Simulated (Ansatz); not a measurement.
**Straining WS₂**

These are results of DFT r2SCAN, scalar-relativistic, plane waves, PAW (Ansatz), not measurements. Run with 500 eV cutoff, 12×12×2 k-mesh, Gaussian smearing of 0.02 eV, no spin polarisation.

Reference structure (relaxed):

```yaml
crystal:
  lattice:
    - [3.18162, 0.00000, 0.00000]
    - [-1.59081, 2.75536, 0.00000]
    - [0.00000, 0.00000, 13.06738]
  atoms:
    - { symbol: W, position: [0.33333, 0.66667, 0.25000] }
    - { symbol: W, position: [0.66667, 0.33333, 0.75000] }
    - { symbol: S, position: [0.33333, 0.66667, 0.63066] }
    - { symbol: S, position: [0.66667, 0.33333, 0.13066] }
    - { symbol: S, position: [0.33333, 0.66667, 0.86934] }
    - { symbol: S, position: [0.66667, 0.33333, 0.36934] }
```

Deformation: c alone is stretched, the rest of the cell is held and the atoms relax, all within the symmetry that the strain leaves. Energies are extrapolated to zero smearing. Gaps are generalised Kohn–Sham gaps over the whole zone.

Spin-orbit coupling is left out, which matters for the bands and energies of heavy elements.

```csv
strain (%),ΔE (meV/atom),a (Å),b (Å),c (Å),gap (eV)
-6.0,7.0,3.182,3.182,12.283,1.06
-4.0,2.6,3.182,3.182,12.545,1.17
-2.0,0.6,3.182,3.182,12.806,1.27
+0.0,0.0,3.182,3.182,13.067,1.37
+2.0,0.4,3.182,3.182,13.329,1.44
+4.0,1.3,3.182,3.182,13.590,1.49
+6.0,2.5,3.182,3.182,13.851,1.54
```

Does one stiffness describe the whole range?

No: the innermost pair of points gives (1/V) d²E/dε² = 20 GPa and a cubic fit over all points 22 GPa, so terms beyond the third order count over this range. The innermost energies differ by about a meV/atom, within the error of mesh and smearing, so the first value is uncertain.

How fast does the gap move with strain on either side?

48 meV per percent on the compressed side and 33 meV per percent on the stretched side; it is indirect at -2.0 %, indirect at zero and indirect at +2.0 %.